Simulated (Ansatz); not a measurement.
Stress against strain in TaRu

```
CELL_PARAMETERS angstrom
3.05300 0.00000 0.00000
0.00000 3.05300 0.00000
0.00000 0.00000 3.38900
ATOMIC_POSITIONS crystal
Ta 0.50000 0.50000 0.50000
Ru 0.00000 0.00000 0.00000
```

Atoms are numbered in the order listed.

The cell comes from COD entry 1523017, which wasn't checked; take it as a given geometry.

Spin polarisation is left out, and whether a magnetic state lies lower isn't shown here.

No spin–orbit coupling, which matters for the heavy atoms here.

Method: Ansatz 0.2.0, DFT, LDA, all-electron LAPW, scalar-relativistic.

Numerical set-up: a Γ-centred 11×11×10 k mesh, Fermi–Dirac smearing of 0.05 eV, basis error target 0.5 meV/atom, no spin polarisation.

The strain is applied along the Cartesian axes of the cell as listed (the other components stay zero). Fractional coordinates are held (clamped ions).

σ is the change of stress from the unstrained cell, which is at -10.31 GPa; tension is positive, so slopes are stress–strain coefficients at that pressure. In a metal the k mesh adds noise.

Only quantities that a quadratic follows smoothly over the whole series are listed; rougher ones are left out.

```tsv
εxx = εyy	σzz (GPa)	σxx (GPa)
-0.0200	-9.26	-11.55
0.0000	0.00	0.00
0.0100	3.79	5.12
0.0200	7.14	9.76
```

**Question.** Fit the series and read off the stiffness at zero strain.

**Answer.** Least-squares fits y = p0 + p1 x + p2 x² to the rows give σzz (GPa): p1 = 410, p2 = -2600; σxx (GPa): p1 = 533, p2 = -2300. So C13 + C23 = 410 GPa and C11 + C12 = 533 GPa, for these axes.

**Question.** One run, at εxx = εyy = -0.0100, is withheld. Predict its row.

**Answer.** The fits give -4.38, -5.55; the run gave -4.40, -5.50.
